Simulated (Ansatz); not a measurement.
KYSe2, ordered on the rocksalt lattice (P4/mmm) with 4 atoms a cell, relaxed with r2SCAN. The symmetry is P4/mmm (No. 123, tetragonal); a = 4.320 Å, c = 5.868 Å in the conventional setting, 27.38 Å³ an atom. K is surrounded by 6 Se at 2.93–3.05 Å; Se is surrounded by 2 K at 2.93 Å and 4 Y at 3.05 Å; Y is surrounded by 6 Se at 2.93–3.05 Å; Se is surrounded by 2 Y at 2.93 Å and 4 K at 3.05 Å.

3 runs of Ansatz on this cell differ in the functional (and in the settings that go with it). Levels are in eV from each run's valence top; v1 is the last filled band, c1 the first empty one.

Run A, mean stress -3.6 GPa (compression positive):
```
point     v5     v3     v1    c1    c2    c3
    Γ  -1.80  -0.40   0.00  0.09  1.72  1.86
    X  -2.75  -1.71  -0.62  2.33  2.63  2.70
    M  -3.01  -1.01  -0.66  0.79  0.79  2.69
    Z  -2.25  -1.81  -0.50  0.18  1.88  1.92
    R  -3.03  -2.41  -0.90  2.73  3.29  3.33
    A  -2.98  -1.83  -1.45  2.59  2.59  2.74
```

Run B, mean stress -0.1 GPa (compression positive):
```
point     v5     v3     v1    c1    c2    c3
    Γ  -1.97  -0.47   0.00  0.93  2.73  2.74
    X  -2.94  -1.86  -0.64  3.36  3.60  3.81
    M  -3.33  -1.18  -0.72  1.64  1.64  3.63
    Z  -2.45  -1.96  -0.51  1.03  2.75  2.91
    R  -3.27  -2.59  -0.91  3.88  4.43  4.45
    A  -3.26  -2.01  -1.53  3.58  3.58  3.69
```

Run C, mean stress 0.0 GPa (compression positive):
```
point     v5     v3     v1    c1    c2    c3
    Γ  -1.93  -0.47   0.00  0.49  2.20  2.42
    X  -2.87  -1.72  -0.59  2.76  3.03  3.15
    M  -3.15  -1.08  -0.67  1.22  1.22  3.12
    Z  -2.25  -1.94  -0.47  0.57  2.22  2.58
    R  -3.00  -2.49  -0.85  3.20  3.73  3.79
    A  -3.11  -1.86  -1.40  3.00  3.00  3.29
```

**Question.** Match the runs to LDA, r2SCAN, HSE06.

**Answer.** A is LDA, B is HSE06, C is r2SCAN. In order of the gap: LDA 0.09, r2SCAN 0.49, HSE06 0.93 eV.

Values at 0 K without nuclear motion; spin polarisation is off, and the phase may be a hypothetical one.

Spin-orbit coupling is left out.

The stress of a hybrid is loosely converged in these runs.

Gaps or overlaps of about a tenth of an eV are at the limit of these meshes: between the points read a gap can be smaller or closed.

The meshes of the hybrids are coarse, so their gaps aren't converged to the digits shown.
